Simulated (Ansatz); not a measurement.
Suppose SiBiS takes space group P4/mmm (No. 123), with Si on 1a; Bi on 1b; S on 1c.

Computed with DFT PBE, scalar-relativistic, plane waves, PAW in Ansatz 0.2.0. Cutoff 420 eV, Γ-centred mesh, Gaussian smearing, no spin polarisation.

Formation energies are uncorrected and refer to the elements' standard structures at the same level.

Q: Which cell and coordinates does it relax to?

A:

Space group P4/mmm (No. 123). a = 3.397 Å, b = 3.397 Å, c = 5.883 Å, α = 90.00°, β = 90.00°, γ = 90.00°
```tsv
atom	site	symmetry	x	y	z
Si	1a	4/mmm	0.0000	0.0000	0.0000
Bi	1b	4/mmm	0.0000	0.0000	0.5000
S	1c	4/mmm	0.5000	0.5000	0.0000
```

Around Si lie 4 S at 2.40 Å and 2 Bi at 2.94 Å; Bi is surrounded by 2 Si at 2.94 Å, 4 Bi at 3.40 Å and 8 S at 3.80 Å; S is surrounded by 4 Si at 2.40 Å, 4 S at 3.40 Å and 8 Bi at 3.80 Å. Another local minimum with the same sites may exist.

Q: And its energy and gap?

A: The energy over the elements is +0.08 eV/atom. The gap on the 14×14×8 mesh of the 3-atom cell is 0 eV (a metal). It can't be a ground state, since the elements alone are lower.

The last run used Gaussian smearing of 0.10 eV. Spin–orbit coupling, which can matter for Bi, is left out. An odd number of electrons in the primitive cell allows no gap without spin; a larger cell or a magnetic state could open one. The cell is a metal run without spin; a magnetic state may lie lower. The reference form of S is held partly by dispersion forces, which this level lacks. A later test with randomly moved atoms led to a structure 98 meV/atom lower, so this end is a saddle point or a shallow minimum.
